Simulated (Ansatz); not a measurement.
GaAs:
```cif
data_As8Ga8
_chemical_formula_sum 'Ga8 As8'
_space_group_name_H-M_alt 'P 1'
_space_group_IT_number 1
_cell_length_a 6.95981
_cell_length_b 6.95981
_cell_length_c 6.95981
_cell_angle_alpha 90.000
_cell_angle_beta 90.000
_cell_angle_gamma 90.000
loop_
_space_group_symop_operation_xyz
  'x, y, z'
loop_
_atom_site_label
_atom_site_type_symbol
_atom_site_fract_x
_atom_site_fract_y
_atom_site_fract_z
_atom_site_occupancy
Ga1 Ga 0.34271 0.34271 0.34271 1
Ga2 Ga 0.65729 0.65729 0.65729 1
Ga3 Ga 0.15729 0.65729 0.84271 1
Ga4 Ga 0.84271 0.34271 0.15729 1
Ga5 Ga 0.84271 0.15729 0.65729 1
Ga6 Ga 0.15729 0.84271 0.34271 1
Ga7 Ga 0.65729 0.84271 0.15729 1
Ga8 Ga 0.34271 0.15729 0.84271 1
As1 As 0.14259 0.14259 0.14259 1
As2 As 0.85741 0.85741 0.85741 1
As3 As 0.35741 0.85741 0.64259 1
As4 As 0.64259 0.14259 0.35741 1
As5 As 0.64259 0.35741 0.85741 1
As6 As 0.35741 0.64259 0.14259 1
As7 As 0.85741 0.64259 0.35741 1
As8 As 0.14259 0.35741 0.64259 1
```

Relaxed with r²SCAN.

**Question.** Tabulate the valence density and the electron localisation function along the shortest Ga–As contact (2.41 Å), r²SCAN (plane waves, PAW; program Ansatz).

**Answer.** 

```
distance from Ga (Å)  density (e/Å³)   ELF
--------------------  --------------  ----
0.24                           27.19  0.02
0.36                           12.93  0.02
0.48                            5.11  0.07
0.60                            1.99  0.15
0.72                            0.98  0.24
0.84                            0.65  0.32
0.96                            0.54  0.42
1.09                            0.52  0.59
1.21                            0.54  0.74
1.33                            0.59  0.79
1.45                            0.68  0.77
1.57                            0.80  0.72
1.69                            1.13  0.63
1.81                            2.42  0.46
1.93                            6.34  0.27
2.05                           14.91  0.12
2.17                           27.87  0.07
```

The density is the valence pseudo-density with augmentation charge, so density and ELF within about 1 Å of a nucleus are not all-electron values.

Space group Pa-3. The workflow started from a Materials Project entry (that database holds measured and hypothetical structures alike); the Crystallography Open Database copy checked does not list it. It is not the phase usual at ambient conditions (space group No. 216). The cell was relaxed with r²SCAN under the symmetry of its start; whether a distortion lowers the energy is not shown.

Potentials: the earlier of the program's two PAW sets.
